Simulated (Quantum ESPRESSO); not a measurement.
Y2TaHf2Sn2In, finding a planted mistake in a log

Computed values, not a measurement. The program is pw.x of Quantum ESPRESSO 7.5 (plane-wave density functional theory). The cell is made up: eight metal atoms on a hexagonal close-packed lattice, with elements, volume, strain and displacements drawn at random and not relaxed, so it may be unstable or far from any real phase. PseudoDojo standard norm-conserving files set the functional (PBE unless stated); there is no spin polarisation or spin-orbit coupling, the Fermi-Dirac width of 0.25 eV means electrons at about 2900 K, and the masses in the input are unused placeholders. The tin pseudopotential is less sure than most, with forces differing by about three percent from a second method on plain tin. Heavy elements are run without spin-orbit coupling, which real alloys of them have. A spin test at this wide smearing found no moment, but such smearing suppresses magnetism that the real alloy may have.

Intended input:

```
&control calculation='scf', pseudo_dir='./dojo.nc.sr.pbe.v0_5.standard.upf', outdir='./o', disk_io='medium', tprnfor=.true., tstress=.true. /
&system ibrav=0, nat=8, ntyp=5, nbnd=64, ecutwfc=72.02867146, nosym=.true., tot_charge=0,
 occupations='smearing', smearing='fd', degauss=0.0183746611
/
&electrons conv_thr=1.470e-08, electron_maxstep=70, mixing_beta=0.5 /
ATOMIC_SPECIES
Hf 1.0 Hf.upf
In 1.0 In.upf
Sn 1.0 Sn.upf
Ta 1.0 Ta.upf
Y 1.0 Y.upf
CELL_PARAMETERS angstrom
3.1891 -0.0175 -0.0003
1.6102 -2.8508 -5.0584
1.5495 8.491 -5.0441
ATOMIC_POSITIONS angstrom
Y -0.0226 -0.0643 0.0617
Ta 1.6046 2.8285 -5.0607
Hf 1.6041 -1.005 -2.573
Y 3.1915 1.8436 -7.6451
Sn 3.1313 5.6133 -5.0741
Hf 3.1679 -0.0416 -4.9962
Sn 3.1867 1.8543 -2.5078
In 4.7706 4.748 -7.6153
K_POINTS automatic
8 4 3 1 1 1
```

The log is shortened where brackets say so; the opening notice, blank lines, dates and the lines on written files are dropped, and the path of the files is cut. It prints rydbergs, bohrs and kilobars, and counts compression as positive stress. Its total energy is the free energy E - TS of the whole cell.

Log of the intended run:

```
     Program PWSCF v.7.5
     Parallel version (MPI & OpenMP), running on       1 processor cores
     Number of MPI processes:                 1
     Threads/MPI process:                     1
     [start-up lines left out]
     bravais-lattice index     =            0
     lattice parameter (alat)  =       6.0266  a.u.
     unit-cell volume          =    1233.7481 (a.u.)^3
     number of atoms/cell      =            8
     number of atomic types    =            5
     number of electrons       =       100.00
     number of Kohn-Sham states=           64
     kinetic-energy cutoff     =      72.0287  Ry
     charge density cutoff     =     288.1147  Ry
     scf convergence threshold =      1.5E-08
     mixing beta               =       0.5000
     number of iterations used =            8  plain     mixing
     Exchange-correlation= PBE
                           (   1   4   3   4   0   0   0)
     [axes and pseudopotential details left out]
   Cartesian axes
     site n.     atom                  positions (alat units)
         1        Y      tau(   1) = (  -0.0070865  -0.0201621   0.0193469  )
         2        Ta     tau(   2) = (   0.5031438   0.8869140  -1.5868501  )
         3        Hf     tau(   3) = (   0.5029870  -0.3151312  -0.8067985  )
         4        Y      tau(   4) = (   1.0007375   0.5780854  -2.3972233  )
         5        Sn     tau(   5) = (   0.9818610   1.7601253  -1.5910519  )
         6        Hf     tau(   6) = (   0.9933374  -0.0130442  -1.5666253  )
         7        Sn     tau(   7) = (   0.9992324   0.5814406  -0.7863542  )
         8        In     tau(   8) = (   1.4958854   1.4887989  -2.3878791  )
     number of k points=    48  Fermi-Dirac smearing, width (Ry)=  0.0184
                       cart. coord. in units 2pi/alat
        k(    1) = (   0.0625613   0.0121338  -0.0657319), wk =   0.0416667
        k(    2) = (   0.0615418  -0.1754615   0.0396680), wk =   0.0416667
     [further k points left out]
     Dense  grid:   101951 G-vectors     FFT dimensions: (  36,  64, 108)
     Estimated max dynamical RAM per process >     187.54 MB
     Initial potential from superposition of free atoms
     starting charge      99.9795, renormalised to     100.0000
     Starting wfcs are   77 randomized atomic wfcs
     total cpu time spent up to now is       41.7 secs
     per-process dynamical memory:   108.9 Mb
     Self-consistent Calculation
     iteration #  1     ecut=    72.03 Ry     beta= 0.50
     Davidson diagonalization with overlap
     ethr =  1.00E-02,  avg # of iterations =  2.3
     Threshold (ethr) on eigenvalues was too large:
     Diagonalizing with lowered threshold
     Davidson diagonalization with overlap
     ethr =  4.83E-04,  avg # of iterations =  3.2
     total cpu time spent up to now is      225.9 secs
     total energy              =    -967.02561395 Ry
     estimated scf accuracy    <       0.51099435 Ry
     iteration #  2     ecut=    72.03 Ry     beta= 0.50
     Davidson diagonalization with overlap
     ethr =  5.11E-04,  avg # of iterations =  9.1
     total cpu time spent up to now is      370.0 secs
     total energy              =    -966.34082979 Ry
     estimated scf accuracy    <      14.60966012 Ry
     [iterations 3 to 15 left out]
     iteration # 16     ecut=    72.03 Ry     beta= 0.50
     Davidson diagonalization with overlap
     ethr =  2.36E-10,  avg # of iterations =  2.0
     total cpu time spent up to now is     1687.9 secs
     total energy              =    -967.26031546 Ry
     estimated scf accuracy    <       0.00000012 Ry
     iteration # 17     ecut=    72.03 Ry     beta= 0.50
     Davidson diagonalization with overlap
     ethr =  1.18E-10,  avg # of iterations =  2.0
     total cpu time spent up to now is     1774.8 secs
     End of self-consistent calculation
     [lines on levels left out]
!    total energy              =    -967.26031547 Ry
     estimated scf accuracy    <       0.00000001 Ry
     smearing contrib. (-TS)   =      -0.10351488 Ry
     internal energy E=F+TS    =    -967.15680058 Ry
     The total energy is F=E-TS. E is the sum of the following terms:
     one-electron contribution =    -202.37987688 Ry
     hartree contribution      =     156.67332079 Ry
     xc contribution           =    -247.10214736 Ry
     ewald contribution        =    -674.34809713 Ry
     convergence has been achieved in  17 iterations
     Forces acting on atoms (cartesian axes, Ry/au):
     atom    1 type  5   force =     0.00383575   -0.00469603   -0.03220540
     atom    2 type  4   force =     0.00001634   -0.01070001    0.00884878
     atom    3 type  1   force =    -0.00284148    0.02276554   -0.00565234
     atom    4 type  5   force =    -0.00347930    0.01349855    0.03640470
     atom    5 type  3   force =     0.00293784   -0.01295917   -0.02084150
     atom    6 type  1   force =     0.00406199    0.03674266   -0.02034460
     atom    7 type  3   force =    -0.00099591   -0.01657578   -0.01371339
     atom    8 type  2   force =    -0.00353523   -0.02807576    0.04750373
     Total force =     0.096214     Total SCF correction =     0.000595
     Computing stress (Cartesian axis) and pressure
          total   stress  (Ry/bohr**3)                   (kbar)     P=       39.15
   0.00032923   0.00003589  -0.00001565           48.43        5.28       -2.30
   0.00003589  -0.00008377   0.00000502            5.28      -12.32        0.74
  -0.00001565   0.00000502   0.00055296           -2.30        0.74       81.34
     init_run     :     40.12s CPU     41.55s WALL (       1 calls)
     electrons    :   1684.83s CPU   1733.15s WALL (       1 calls)
     forces       :     12.81s CPU     12.97s WALL (       1 calls)
     stress       :     64.21s CPU     66.41s WALL (       1 calls)
     [timing details left out]
     PWSCF        :  30m 2.38s CPU  30m55.04s WALL
     JOB DONE.
```

A second run was made from an input with one planted mistake. Its log:

```
     Program PWSCF v.7.5
     Parallel version (MPI & OpenMP), running on       1 processor cores
     Number of MPI processes:                 1
     Threads/MPI process:                     1
     [start-up lines left out]
     bravais-lattice index     =            0
     lattice parameter (alat)  =       6.0266  a.u.
     unit-cell volume          =    1233.7481 (a.u.)^3
     number of atoms/cell      =            8
     number of atomic types    =            5
     number of electrons       =       100.00
     number of Kohn-Sham states=           64
     kinetic-energy cutoff     =      72.0287  Ry
     charge density cutoff     =     288.1147  Ry
     scf convergence threshold =      1.5E-08
     mixing beta               =       0.5000
     number of iterations used =            8  plain     mixing
     Exchange-correlation= PBE
                           (   1   4   3   4   0   0   0)
     [axes and pseudopotential details left out]
   Cartesian axes
     site n.     atom                  positions (alat units)
         1        Y      tau(   1) = (  -0.0070865  -0.0201621   0.0193469  )
         2        Ta     tau(   2) = (   0.5031438   0.8869140  -1.5868501  )
         3        Hf     tau(   3) = (   0.5029870  -0.3151312  -0.8067985  )
         4        Y      tau(   4) = (   1.0007375   0.5780854  -2.3972233  )
         5        Sn     tau(   5) = (   0.9818610   1.7601253  -1.5910519  )
         6        Hf     tau(   6) = (   0.9933374  -0.0130442  -1.5666253  )
         7        In     tau(   7) = (   0.9992324   0.5814406  -0.7863542  )
         8        Sn     tau(   8) = (   1.4958854   1.4887989  -2.3878791  )
     number of k points=    48  Fermi-Dirac smearing, width (Ry)=  0.0184
                       cart. coord. in units 2pi/alat
        k(    1) = (   0.0625613   0.0121338  -0.0657319), wk =   0.0416667
        k(    2) = (   0.0615418  -0.1754615   0.0396680), wk =   0.0416667
     [further k points left out]
     Dense  grid:   101951 G-vectors     FFT dimensions: (  36,  64, 108)
     Estimated max dynamical RAM per process >     187.54 MB
     Initial potential from superposition of free atoms
     starting charge      99.9795, renormalised to     100.0000
     Starting wfcs are   77 randomized atomic wfcs
     total cpu time spent up to now is       34.2 secs
     per-process dynamical memory:   108.9 Mb
     Self-consistent Calculation
     iteration #  1     ecut=    72.03 Ry     beta= 0.50
     Davidson diagonalization with overlap
     ethr =  1.00E-02,  avg # of iterations =  2.2
     Threshold (ethr) on eigenvalues was too large:
     Diagonalizing with lowered threshold
     Davidson diagonalization with overlap
     ethr =  4.82E-04,  avg # of iterations =  3.2
     total cpu time spent up to now is      195.5 secs
     total energy              =    -967.00715832 Ry
     estimated scf accuracy    <       0.51240733 Ry
     iteration #  2     ecut=    72.03 Ry     beta= 0.50
     Davidson diagonalization with overlap
     ethr =  5.12E-04,  avg # of iterations =  8.9
     total cpu time spent up to now is      336.6 secs
     total energy              =    -966.25528211 Ry
     estimated scf accuracy    <      16.22170565 Ry
     [iterations 3 to 15 left out]
     iteration # 16     ecut=    72.03 Ry     beta= 0.50
     Davidson diagonalization with overlap
     ethr =  8.92E-11,  avg # of iterations =  4.8
     total cpu time spent up to now is     1767.4 secs
     total energy              =    -967.24750267 Ry
     estimated scf accuracy    <       0.00000004 Ry
     iteration # 17     ecut=    72.03 Ry     beta= 0.50
     Davidson diagonalization with overlap
     ethr =  4.41E-11,  avg # of iterations =  2.0
     total cpu time spent up to now is     1849.6 secs
     End of self-consistent calculation
     [lines on levels left out]
!    total energy              =    -967.24750267 Ry
     estimated scf accuracy    <       0.00000001 Ry
     smearing contrib. (-TS)   =      -0.10433121 Ry
     internal energy E=F+TS    =    -967.14317145 Ry
     The total energy is F=E-TS. E is the sum of the following terms:
     one-electron contribution =    -204.74797368 Ry
     hartree contribution      =     157.86181459 Ry
     xc contribution           =    -247.10196728 Ry
     ewald contribution        =    -673.15504508 Ry
     convergence has been achieved in  17 iterations
     Forces acting on atoms (cartesian axes, Ry/au):
     atom    1 type  5   force =     0.00394958   -0.00615538   -0.03128958
     atom    2 type  4   force =    -0.00058919   -0.00414670   -0.00146708
     atom    3 type  1   force =    -0.00359702    0.01485531   -0.00550740
     atom    4 type  5   force =    -0.00280449    0.01375067    0.03445134
     atom    5 type  3   force =     0.00294677   -0.01203227   -0.01926169
     atom    6 type  1   force =     0.00451399    0.04193866   -0.01335661
     atom    7 type  2   force =    -0.00108420   -0.01687013   -0.01310176
     atom    8 type  3   force =    -0.00333545   -0.03134016    0.04953279
     Total force =     0.095322     Total SCF correction =     0.000554
     Computing stress (Cartesian axis) and pressure
          total   stress  (Ry/bohr**3)                   (kbar)     P=       42.69
   0.00034033   0.00003646  -0.00001837           50.06        5.36       -2.70
   0.00003646  -0.00009719   0.00007260            5.36      -14.30       10.68
  -0.00001837   0.00007260   0.00062743           -2.70       10.68       92.30
     init_run     :     32.31s CPU     33.85s WALL (       1 calls)
     electrons    :   1763.42s CPU   1815.38s WALL (       1 calls)
     forces       :     13.50s CPU     13.65s WALL (       1 calls)
     stress       :     76.70s CPU     78.77s WALL (       1 calls)
     [timing details left out]
     PWSCF        :  31m26.52s CPU  32m22.70s WALL
     JOB DONE.
```

Question: the log repeats what the program read. Compare it with the intended run: what was wrong in the second input?

Answer: two atoms have their elements exchanged. The input lines that differ:

```
- Sn 3.1867 1.8543 -2.5078
- In 4.7706 4.748 -7.6153
+ In 3.1867 1.8543 -2.5078
+ Sn 4.7706 4.748 -7.6153
```

|  | intended run | run with the mistake |
| --- | --- | --- |
| free energy (eV) | -13160.247 | -13160.073 |
| entropy term -TS, part of it (eV) | -1.408 | -1.419 |
| pressure (GPa) | 3.92 | 4.27 |
| size of the largest force component (eV/Å) | 1.221 | 1.274 |
| largest change of a force component (eV/Å) |  | 0.265 |
| iterations | 17 | 17 |

For scale, a rerun of the intended cell at a higher cutoff and on a denser mesh moved values by no more than 0.015 eV in energy, 0.05 GPa in stress and 0.015 eV/Å in force, and a second program with other atomic files agreed on that cell to 2 % rms in force and 0.5 GPa in pressure.